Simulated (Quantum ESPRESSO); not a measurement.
## In3MgO5F (finding a planted mistake in a log)

A calculation, not a measurement. The program is pw.x of Quantum ESPRESSO 7.5 (plane-wave density functional theory). The cell is made up: 10 atoms on a corundum lattice, with randomly drawn elements, strain and displacements, not relaxed. PseudoDojo standard norm-conserving files (v0.5 for PBE, v0.4.1 for LDA and PBEsol) set the functional; there is no spin polarisation, spin-orbit coupling or dispersion term, and the masses in the input are unused placeholders.

Intended input:

```
&control calculation='scf', pseudo_dir='./dojo.nc.sr.pbe.v0_5.standard.upf', outdir='./o', disk_io='medium', tprnfor=.true., tstress=.true. /
&system ibrav=0, nat=10, ntyp=4, nbnd=49, ecutwfc=84.00895049, nosym=.true., tot_charge=0,
 occupations='smearing', smearing='fd', degauss=0.0018374661
/
&electrons conv_thr=7.350e-09, electron_maxstep=60, /
ATOMIC_SPECIES
F 1.0 F.upf
In 1.0 In.upf
Mg 1.0 Mg.upf
O 1.0 O.upf
CELL_PARAMETERS angstrom
2.7716 1.6617 4.9316
-2.8991 1.6646 5.003
-0.0612 -3.3667 4.9805
ATOMIC_POSITIONS angstrom
In -0.0467 0.0263 5.244
In -0.0052 0.0002 2.202
Mg -0.1021 -0.0151 9.6304
In -0.1695 -0.0438 12.7107
O -1.1928 1.6364 8.7356
O -1.0394 -1.795 8.6723
F 1.839 0.1148 8.6821
O 1.04 -1.7179 6.2145
O 0.7573 1.8201 6.1777
O -2.0515 -0.1205 6.276
K_POINTS automatic
5 5 5 1 1 1
```

The log is shortened where brackets say so; the opening notice, blank lines, dates and the lines on written files are dropped, and the path of the files is cut. It prints rydbergs, bohrs and kilobars, and counts compression as positive stress.

Log of the intended run:

```
     Program PWSCF v.7.5
     Parallel version (MPI & OpenMP), running on       1 processor cores
     Number of MPI processes:                 1
     Threads/MPI process:                     1
     [start-up lines left out]
     bravais-lattice index     =            0
     lattice parameter (alat)  =      11.1420  a.u.
     unit-cell volume          =     956.7992 (a.u.)^3
     number of atoms/cell      =           10
     number of atomic types    =            4
     number of electrons       =        86.00
     number of Kohn-Sham states=           49
     kinetic-energy cutoff     =      84.0090  Ry
     charge density cutoff     =     336.0358  Ry
     scf convergence threshold =      7.3E-09
     mixing beta               =       0.7000
     number of iterations used =            8  plain     mixing
     Exchange-correlation= PBE
                           (   1   4   3   4   0   0   0)
     [axes and pseudopotential details left out]
   Cartesian axes
     site n.     atom                  positions (alat units)
         1        In     tau(   1) = (  -0.0079205   0.0044606   0.8894053  )
         2        In     tau(   2) = (  -0.0008819   0.0000339   0.3734688  )
         3        Mg     tau(   3) = (  -0.0173166  -0.0025610   1.6333580  )
         4        In     tau(   4) = (  -0.0287479  -0.0074287   2.1557903  )
         5        O      tau(   5) = (  -0.2023041   0.2775406   1.4815960  )
         6        O      tau(   6) = (  -0.1762868  -0.3044399   1.4708600  )
         7        F      tau(   7) = (   0.3119024   0.0194706   1.4725222  )
         8        O      tau(   8) = (   0.1763886  -0.2913634   1.0540064  )
         9        O      tau(   9) = (   0.1284414   0.3086969   1.0477650  )
        10        O      tau(  10) = (  -0.3479434  -0.0204373   1.0644371  )
     number of k points=    63  Fermi-Dirac smearing, width (Ry)=  0.0018
                       cart. coord. in units 2pi/alat
        k(    1) = (   0.0014936   0.0003120   0.1186125), wk =   0.0320000
        k(    2) = (   0.0023614  -0.2339250   0.1970508), wk =   0.0320000
     [further k points left out]
     Dense  grid:    99503 G-vectors     FFT dimensions: (  72,  72,  72)
     Estimated max dynamical RAM per process >     155.63 MB
     Initial potential from superposition of free atoms
     starting charge      85.9875, renormalised to      86.0000
     Starting wfcs are   56 randomized atomic wfcs
     total cpu time spent up to now is       49.8 secs
     per-process dynamical memory:    92.5 Mb
     Self-consistent Calculation
     iteration #  1     ecut=    84.01 Ry     beta= 0.70
     Davidson diagonalization with overlap
     ethr =  1.00E-02,  avg # of iterations =  2.4
     total cpu time spent up to now is      137.0 secs
     total energy              =    -731.06227772 Ry
     estimated scf accuracy    <       2.80629828 Ry
     iteration #  2     ecut=    84.01 Ry     beta= 0.70
     Davidson diagonalization with overlap
     ethr =  3.26E-03,  avg # of iterations =  3.1
     total cpu time spent up to now is      227.6 secs
     total energy              =    -731.55841783 Ry
     estimated scf accuracy    <       5.26010896 Ry
     [iterations 3 to 12 left out]
     iteration # 13     ecut=    84.01 Ry     beta= 0.70
     Davidson diagonalization with overlap
     ethr =  2.22E-11,  avg # of iterations =  4.8
     total cpu time spent up to now is     1328.2 secs
     total energy              =    -732.51089354 Ry
     estimated scf accuracy    <       0.00000002 Ry
     iteration # 14     ecut=    84.01 Ry     beta= 0.70
     Davidson diagonalization with overlap
     ethr =  2.22E-11,  avg # of iterations =  2.0
     total cpu time spent up to now is     1403.2 secs
     End of self-consistent calculation
     [lines on levels left out]
!    total energy              =    -732.51089354 Ry
     estimated scf accuracy    <          5.6E-09 Ry
     smearing contrib. (-TS)   =      -0.00000000 Ry
     internal energy E=F+TS    =    -732.51089354 Ry
     The total energy is F=E-TS. E is the sum of the following terms:
     one-electron contribution =    -254.90327104 Ry
     hartree contribution      =     184.03110494 Ry
     xc contribution           =    -189.04795844 Ry
     ewald contribution        =    -472.59076901 Ry
     convergence has been achieved in  14 iterations
     Forces acting on atoms (cartesian axes, Ry/au):
     atom    1 type  2   force =     0.01383984    0.03337061    0.06189616
     atom    2 type  2   force =     0.01464193    0.03673569   -0.05899328
     atom    3 type  3   force =    -0.03591582   -0.00466040    0.01683714
     atom    4 type  2   force =     0.01194395   -0.04286296   -0.03505625
     atom    5 type  4   force =    -0.03039427   -0.00163570    0.00015089
     atom    6 type  4   force =     0.03649133   -0.02585533    0.01804463
     atom    7 type  1   force =    -0.02460448   -0.00022385    0.01242079
     atom    8 type  4   force =     0.00517203    0.01748475   -0.00472662
     atom    9 type  4   force =     0.01469939    0.01079265    0.00111074
     atom   10 type  4   force =    -0.00587389   -0.02314545   -0.01168421
     Total force =     0.142799     Total SCF correction =     0.000077
     Computing stress (Cartesian axis) and pressure
          total   stress  (Ry/bohr**3)                   (kbar)     P=     -101.89
  -0.00085982   0.00011417   0.00000077         -126.48       16.80        0.11
   0.00011417  -0.00080365   0.00013530           16.80     -118.22       19.90
   0.00000077   0.00013530  -0.00041437            0.11       19.90      -60.96
     init_run     :     42.64s CPU     49.68s WALL (       1 calls)
     electrons    :   1302.01s CPU   1353.36s WALL (       1 calls)
     forces       :      9.20s CPU      9.39s WALL (       1 calls)
     stress       :     32.17s CPU     32.40s WALL (       1 calls)
     [timing details left out]
     PWSCF        :  23m 6.37s CPU  24m 5.54s WALL
     JOB DONE.
```

A second run was made from an input with one planted mistake. Its log:

```
     Program PWSCF v.7.5
     Parallel version (MPI & OpenMP), running on       1 processor cores
     Number of MPI processes:                 1
     Threads/MPI process:                     1
     [start-up lines left out]
     bravais-lattice index     =            0
     lattice parameter (alat)  =      11.1420  a.u.
     unit-cell volume          =     956.7992 (a.u.)^3
     number of atoms/cell      =           10
     number of atomic types    =            4
     number of electrons       =        86.00
     number of Kohn-Sham states=           67
     kinetic-energy cutoff     =      84.0090  Ry
     charge density cutoff     =     336.0358  Ry
     scf convergence threshold =      7.3E-09
     mixing beta               =       0.7000
     number of iterations used =            8  plain     mixing
     Exchange-correlation= PBE
                           (   1   4   3   4   0   0   0)
     [axes and pseudopotential details left out]
   Cartesian axes
     site n.     atom                  positions (alat units)
         1        In     tau(   1) = (  -0.0079205   0.0044606   0.8894053  )
         2        In     tau(   2) = (  -0.0008819   0.0000339   0.3734688  )
         3        Mg     tau(   3) = (  -0.0173166  -0.0025610   1.6333580  )
         4        In     tau(   4) = (  -0.0287479  -0.0074287   2.1557903  )
         5        O      tau(   5) = (  -0.2023041   0.2775406   1.4815960  )
         6        O      tau(   6) = (  -0.1762868  -0.3044399   1.4708600  )
         7        F      tau(   7) = (   0.3119024   0.0194706   1.4725222  )
         8        O      tau(   8) = (   0.1763886  -0.2913634   1.0540064  )
         9        O      tau(   9) = (   0.1284414   0.3086969   1.0477650  )
        10        O      tau(  10) = (  -0.3479434  -0.0204373   1.0644371  )
     number of k points=    63  Fermi-Dirac smearing, width (Ry)=  0.0441
                       cart. coord. in units 2pi/alat
        k(    1) = (   0.0014936   0.0003120   0.1186125), wk =   0.0320000
        k(    2) = (   0.0023614  -0.2339250   0.1970508), wk =   0.0320000
     [further k points left out]
     Dense  grid:    99503 G-vectors     FFT dimensions: (  72,  72,  72)
     Estimated max dynamical RAM per process >     173.14 MB
     Initial potential from superposition of free atoms
     starting charge      85.9875, renormalised to      86.0000
     Starting wfcs are   56 randomized atomic wfcs +   11 random wfcs
     total cpu time spent up to now is       48.3 secs
     per-process dynamical memory:    96.0 Mb
     Self-consistent Calculation
     iteration #  1     ecut=    84.01 Ry     beta= 0.70
     Davidson diagonalization with overlap
     ethr =  1.00E-02,  avg # of iterations =  6.2
     total cpu time spent up to now is      236.3 secs
     total energy              =    -731.25356606 Ry
     estimated scf accuracy    <       2.59490905 Ry
     iteration #  2     ecut=    84.01 Ry     beta= 0.70
     Davidson diagonalization with overlap
     ethr =  3.02E-03,  avg # of iterations =  2.0
     total cpu time spent up to now is      367.3 secs
     total energy              =    -731.56071232 Ry
     estimated scf accuracy    <       5.10142361 Ry
     [iterations 3 to 11 left out]
     iteration # 12     ecut=    84.01 Ry     beta= 0.70
     Davidson diagonalization with overlap
     ethr =  2.11E-10,  avg # of iterations =  2.1
     total cpu time spent up to now is     1355.0 secs
     total energy              =    -732.54254894 Ry
     estimated scf accuracy    <       0.00000005 Ry
     iteration # 13     ecut=    84.01 Ry     beta= 0.70
     Davidson diagonalization with overlap
     ethr =  6.12E-11,  avg # of iterations =  2.2
     total cpu time spent up to now is     1435.4 secs
     End of self-consistent calculation
     [lines on levels left out]
!    total energy              =    -732.54254895 Ry
     estimated scf accuracy    <          4.9E-10 Ry
     smearing contrib. (-TS)   =      -0.10477306 Ry
     internal energy E=F+TS    =    -732.43777588 Ry
     The total energy is F=E-TS. E is the sum of the following terms:
     one-electron contribution =    -254.85127079 Ry
     hartree contribution      =     184.02908817 Ry
     xc contribution           =    -189.02482426 Ry
     ewald contribution        =    -472.59076901 Ry
     convergence has been achieved in  13 iterations
     Forces acting on atoms (cartesian axes, Ry/au):
     atom    1 type  2   force =     0.01264352    0.02902851    0.05703148
     atom    2 type  2   force =     0.01286175    0.03401800   -0.05447805
     atom    3 type  3   force =    -0.03311564   -0.00463793    0.01387648
     atom    4 type  2   force =     0.00896009   -0.03887962   -0.02941355
     atom    5 type  4   force =    -0.02257372   -0.00381368    0.00092989
     atom    6 type  4   force =     0.03687963   -0.01894001    0.01782220
     atom    7 type  1   force =    -0.02830601   -0.00213674    0.01241479
     atom    8 type  4   force =     0.00601387    0.01506115   -0.00554029
     atom    9 type  4   force =     0.01255560    0.01312778   -0.00043026
     atom   10 type  4   force =    -0.00591908   -0.02282746   -0.01221269
     Total force =     0.131011     Total SCF correction =     0.000069
     Computing stress (Cartesian axis) and pressure
          total   stress  (Ry/bohr**3)                   (kbar)     P=      -79.49
  -0.00067955   0.00010028   0.00000344          -99.97       14.75        0.51
   0.00010028  -0.00065079   0.00012656           14.75      -95.74       18.62
   0.00000344   0.00012656  -0.00029071            0.51       18.62      -42.77
     init_run     :     45.43s CPU     48.23s WALL (       1 calls)
     electrons    :   1315.24s CPU   1387.11s WALL (       1 calls)
     forces       :      9.38s CPU      9.55s WALL (       1 calls)
     stress       :     46.34s CPU     46.60s WALL (       1 calls)
     [timing details left out]
     PWSCF        :  23m36.76s CPU  24m52.70s WALL
     JOB DONE.
```

Question: what was wrong in the second input?

Answer: the smearing is too wide. The input lines that differ, file-writing options aside:

```
- &system ibrav=0, nat=10, ntyp=4, nbnd=49, ecutwfc=84.00895049, nosym=.true., tot_charge=0,
+ &system ibrav=0, nat=10, ntyp=4, nbnd=67, ecutwfc=84.00895049, nosym=.true., tot_charge=0,
-  occupations='smearing', smearing='fd', degauss=0.0018374661
+  occupations='smearing', smearing='fd', degauss=0.0440991866
```

|  | intended run | run with the mistake |
| --- | --- | --- |
| free energy (eV) | -9966.318 | -9966.749 |
| smearing term -TS (eV) | 0.0000 | -1.4255 |
| pressure (GPa) | -10.19 | -7.95 |
| largest force component (eV/Å) | 1.591 | 1.466 |
| largest change of a force component (eV/Å) |  | 0.201 |
| iterations | 14 | 13 |

For scale, a rerun of the intended cell at a cutoff of 1437 eV and k mesh 7 x 7 x 7 moved values by no more than 0.003 eV in energy, 0.03 GPa in stress and 0.002 eV/Å in force. The number of bands, nbnd, was set by rule from the electron count and the smearing, so it follows the mistake.